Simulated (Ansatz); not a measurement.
## CsCaBO3: levels and charges under dearer methods

A database entry relaxed whole under r2SCAN at zero pressure (P2_13, No. 198):

```
Cs Ca B O
1.0
     7.57178    0.00000    0.00000
     0.00000    7.57178    0.00000
     0.00000    0.00000    7.57178
Cs Ca B O
4 4 4 12
Cartesian
  4.8456 2.7262 6.5121
  6.5121 4.8456 2.7262
  1.0597 1.0597 1.0597
  2.7262 6.5121 4.8456
  6.4882 6.4882 6.4882
  4.8695 1.0836 2.7023
  2.7023 4.8695 1.0836
  1.0836 2.7023 4.8695
  0.7345 4.5204 6.8373
  3.0514 3.0514 3.0514
  4.5204 6.8373 0.7345
  6.8373 0.7345 4.5204
  0.6574 5.5543 0.1851
  3.1285 2.0175 3.9709
  4.4433 5.8034 7.3867
  6.9144 1.7684 3.6008
  0.1851 0.6574 5.5543
  3.9709 3.1285 2.0175
  7.3867 4.4433 5.8034
  3.6008 6.9144 1.7684
  5.5543 0.1851 0.6574
  2.0175 3.9709 3.1285
  5.8034 7.3867 4.4433
  1.7684 3.6008 6.9144
```

Its volume is 18.09 Å³ an atom, -0.0 % against the entry's 18.09, a measured cell (2017, 296 K).

Single points on this cell with plane-wave PAW DFT (Ansatz 0.2.0; r2SCAN 500 eV, hybrids 420 eV; fermi-dirac occupations of width 0.020 eV; no moments): r2SCAN on a 4×4×4 Γ-centred mesh; r2SCAN with spin-orbit coupling on a 4×4×4 Γ-centred mesh; HSE06 on a 2×2×2 Γ-centred mesh; PBE0 on a 2×2×2 Γ-centred mesh.

What does each level give for gap and charges?

The runs give:

```tsv
level	gap (eV), or kind	pressure (GPa)	Bader charge of Cs (e)	Bader charge of Ca (e)	Bader charge of B (e)	Bader charge of O (e)
r2SCAN	4.54	0.0	+0.87	+1.59	+2.37	-1.61
r2SCAN with spin-orbit coupling	4.54	0.0	+0.87	+1.59	+2.37	-1.61
HSE06	5.58	0.1	+0.88	+1.61	+2.36	-1.62
PBE0	6.33	0.0	+0.88	+1.61	+2.36	-1.62
```

Under r2SCAN the gap is 4.54 eV, over mesh and band path. HSE06 moves it by +1.04 eV and PBE0 by +1.80 eV; PBE0 keeps its exact exchange at long range, which widens the gap over HSE06's by 0.75 eV on their common mesh. Spin-orbit coupling moves the r2SCAN gap by +0.00 eV.

Caveats: the relaxation kept the start's symmetry; HSE06 is read on its mesh and at the zone's corners, PBE0 on its mesh alone; hybrid pressures are good to a few tenths of a GPa; pressure is positive in compression.
